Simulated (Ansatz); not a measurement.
A geometry of Au away from equilibrium: the start of the relaxation of a relaxed Au cell displaced along its unstable phonon at q = (½, 0, 0) of its primitive reciprocal cell (28i cm⁻¹), largest move 0.15 Å. The numbers are results of PBEsol (plane waves to 420 eV, PAW, scalar-relativistic; Ansatz, a first-principles code), not measurements. Γ-centred k-mesh 5×9×9 on the run's cell (coarser than for final values), Fermi–Dirac smearing 0.05 eV.

```xyz
4
Lattice="0.0000 6.0246 6.0246 3.0123 0.0000 3.0123 3.0123 3.0123 0.0000" Properties=species:S:1:pos:R:3:forces:R:3 pbc="T T T" free_energy=-52031.634 pressure_GPa=-0.4
Au     4.5613     4.4405     4.6392   -0.0356    0.0251    0.1191
Au     4.4757     7.6088     7.4100   -0.0772    0.1001    0.0048
Au     3.0551     2.9343     3.1331    0.0772   -0.1001   -0.0048
Au     2.9695     6.1026     5.9038    0.0356   -0.0251   -0.1191
```

Positions in Å, forces in eV/Å, free energy of the cell in eV (comparable only within this code, potentials and settings). Largest force: 0.13 eV/Å, on Au1, Au2, Au3, Au4 (atoms numbered as listed); the geometry lies 0.93 to 0.94 eV/atom (the two k-meshes of the run give this range) above the end of its relaxation.

No spin polarisation in the result.

The run could not lose the symmetry of its start, so the end can be a saddle point.

The end of the path is a generated cell of Au: the first start was made by placing the elements on the sites of a structure type, and the end was not matched to a known phase here, so it may be hypothetical. Known forms of Au include space group No. 225.
